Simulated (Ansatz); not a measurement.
Relaxed-ion elastic tensor of Au (bcc (W type), space group No. 229) in GPa (Voigt order), DFT-LDA in the program Ansatz with PAW potentials; density 19.70 g/cm³, 16.60 Å³ per atom.

```
     1    2    3     4     5     6
-  ---  ---  ---  ----  ----  ----
1  186  196  196   0.0   0.0   0.0
2  196  186  196   0.0   0.0   0.0
3  196  196  186   0.0   0.0   0.0
4  0.0  0.0  0.0  75.7   0.0   0.0
5  0.0  0.0  0.0   0.0  75.7   0.0
6  0.0  0.0  0.0   0.0   0.0  75.7
```

**Question.** Is the crystal mechanically stable?

**Answer.** No: the smallest eigenvalue of C is -10.1 GPa.

Space group Im-3m (bcc (W type)). The workflow started from a Materials Project entry (that database holds measured and hypothetical structures alike); the Crystallography Open Database copy checked does not list it. It is not the phase usual at ambient conditions (space group No. 225). The LDA relaxation kept the symmetry of its start. At this level the phase is mechanically unstable. As this level gives no gap, shear constants depend on the k-mesh and smearing (Fermi–Dirac, 0.1 eV here). Spin–orbit coupling is left out wherever it is not named.

Potentials: the later of the program's two PAW sets.
